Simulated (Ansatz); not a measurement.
Ti2C:
```
Ti2C
1.0
    0.00000     4.31037     4.31037
    4.31037     0.00000     4.31037
    4.31037     4.31037     0.00000
Ti C
8 4
Direct
  0.35612   0.88129   0.88129
  0.36871   0.36871   0.89388
  0.88129   0.35612   0.88129
  0.36871   0.36871   0.36871
  0.88129   0.88129   0.88129
  0.36871   0.89388   0.36871
  0.88129   0.88129   0.35612
  0.89388   0.36871   0.36871
  0.12500   0.12500   0.12500
  0.62500   0.12500   0.12500
  0.12500   0.12500   0.62500
  0.12500   0.62500   0.12500
```

Relaxed with r²SCAN. Special points in fractions of this cell's reciprocal vectors: Γ (0.000, 0.000, 0.000); X (0.500, 0.000, 0.500); U (0.625, 0.250, 0.625); K (0.375, 0.375, 0.750); L (0.500, 0.500, 0.500); W (0.500, 0.250, 0.750).

Q: List the band energies nearest the Fermi level at these points for the program Ansatz at the r²SCAN level (PAW).

A: In eV from the Fermi level; about four levels below and three above (degenerate sets whole), none deeper than 8.9 eV; points with the same levels are listed once.

```csv
k,below,above
Γ,-1.56 -1.56 -0.83 -0.83 -0.83,0.17 0.85 0.85 0.85
X,-0.56 -0.56 -0.47 -0.47,0.40 0.40 0.53 0.53
U,-0.45 -0.29 -0.15 -0.07,0.46 0.52 0.63
L,-0.92 -0.68 -0.68 -0.22,0.41 0.83 0.83
W,-0.31 -0.31 -0.30 -0.30,0.23 0.23 0.42 0.42
```

Space group Fd-3m. The workflow started from a Materials Project entry (that database holds measured and hypothetical structures alike); the Crystallography Open Database copy checked does not list it. Whether it is the stable phase at ambient conditions was not checked. Symmetry was held in the r²SCAN relaxation; whether a distortion lowers the energy is not shown. No spin polarisation was allowed.

Potentials: the earlier of the program's two PAW sets. The files were generated under PBE; for other functionals the program regenerates the frozen cores, and for LDA and PBEsol the local potential too.
